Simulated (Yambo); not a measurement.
Absorption of VCu$_{3}$S$_{4}$ (space group P-43m, No. 215) with and without the electron-hole interaction (Yambo, PBEsol bands; 4×4×4 mesh, 24 valence and 9 conduction bands, static screening with 102 bands and a 3 Ry block, scissor 1.28 eV, Tamm-Dancoff; field along x).

```tsv
E (eV)	Im ε, BSE	Im ε, independent quasiparticles
1.35	0.21	0.17
1.45	0.24	0.19
1.55	0.26	0.21
1.65	0.30	0.23
1.75	0.34	0.25
1.85	0.39	0.28
1.95	0.46	0.31
2.05	0.55	0.35
2.15	0.68	0.40
2.25	0.89	0.47
2.35	1.23	0.56
2.45	1.88	0.68
2.55	2.97	0.85
2.65	3.78	1.13
2.75	4.57	1.62
2.85	5.47	2.44
2.95	6.54	3.77
3.05	7.69	5.66
3.15	7.31	6.96
3.25	6.73	6.71
3.35	6.61	6.50
3.45	6.88	7.16
3.55	7.37	7.48
3.65	8.28	8.19
3.75	9.54	8.91
3.85	9.95	8.28
3.95	8.68	7.30
4.05	7.23	7.15
4.15	6.14	7.30
4.25	5.45	7.74
4.35	4.67	8.56
4.45	3.95	8.80
4.55	3.61	8.83
4.65	3.67	8.42
4.75	3.79	7.60
4.85	3.63	6.59
4.95	3.55	5.94
5.05	3.76	5.52
5.15	3.85	5.10
5.25	3.31	4.98
5.35	3.11	4.91
5.45	3.30	4.44
5.55	3.12	3.94
5.65	3.14	4.07
5.75	3.25	4.46
5.85	3.27	4.27
5.95	3.42	4.09
6.05	3.36	4.00
6.15	3.50	4.09
6.25	4.03	4.18
6.35	4.44	4.34
6.45	4.04	4.83
6.55	3.96	5.61
6.65	4.48	5.91
6.75	5.08	5.99
6.85	5.60	6.16
6.95	5.81	6.18
7.05	5.96	6.00
7.15	5.60	5.90
7.25	5.28	5.90
```

The scissor comes from a G0W0 run whose convergence isn't established. Broadening 0.15 eV. The band window holds all transitions up to 7.3 eV. Fine structure above the onset can come from the mesh.

The 3d shell has no Hubbard U; the runs are without spin polarisation, and magnetic order was not tried.

Geometry of the Materials Project entry, not relaxed at this level; primitive cell a = b = c = 5.3699 Å, α = β = γ = 90.00°.
